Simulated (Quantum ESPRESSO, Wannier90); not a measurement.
## CoSi2 (Fm-3m), plane waves to Wannier functions

```
begin unit_cell_cart
ang
    0.0000000000    2.6564200000    2.6564200000
    2.6564200000    0.0000000000    2.6564200000
    2.6564200000    2.6564200000    0.0000000000
end unit_cell_cart
begin atoms_frac
Co   0.0000000000  0.0000000000  0.0000000000
Si  -0.2500000000 -0.2500000000 -0.2500000000
Si   0.2500000000  0.2500000000  0.2500000000
end atoms_frac
```

Cell from Materials Project (mp-2379), symmetrised, no further relaxation. COD (Crystallography Open Database) has an entry of this formula and space group (matched by these alone). Computed values, not measurements, from PBEsol: Quantum ESPRESSO (norm-conserving PseudoDojo potentials, cutoff 77 Ry, no spin polarisation, no spin-orbit coupling) on a Γ-centred 10×10×10 mesh, then Wannier90. Density: 10×10×10 mesh, cold smearing 0.01 Ry. A non-magnetic state is assumed; magnetic ones were not tried.

A tight-binding model is made by disentanglement and projection with no localisation steps (num_iter = 0), so the 17 orbitals stay atom-like: hydrogen-like Co: s;p;d; Si: s;p, axes along x, y, z; frozen window up to 1.50 eV relative to the Fermi level. It follows pw.x to 2.9 meV rms for states up to 1.0 eV relative to the Fermi level. Matrix elements depend on this choice of orbitals and windows.

**Question.** What are the on-site energies relative to the Fermi level, and how fast do the hoppings decay?

**Answer.** 
```tsv
atom	orbitals	energy (eV)
Co1	s	3.52
Co1	pz px py	7.70
Co1	dz2 dx2-y2	-1.79
Co1	dxz dyz dxy	-2.05
Si2	s	-1.38
Si2	pz px py	3.57
Si3	s	-1.38
Si3	pz px py	3.57
```

```csv
distance of the centres (Å),largest modulus (eV)
2–3,2.6
3–4,0.27
4–5,0.33
5–6,0.50
6–7,0.17
7–8,0.032
8–9,0.025
9–10,0.039
10–11,0.031
11–12,0.0094
12–13,0.0094
```
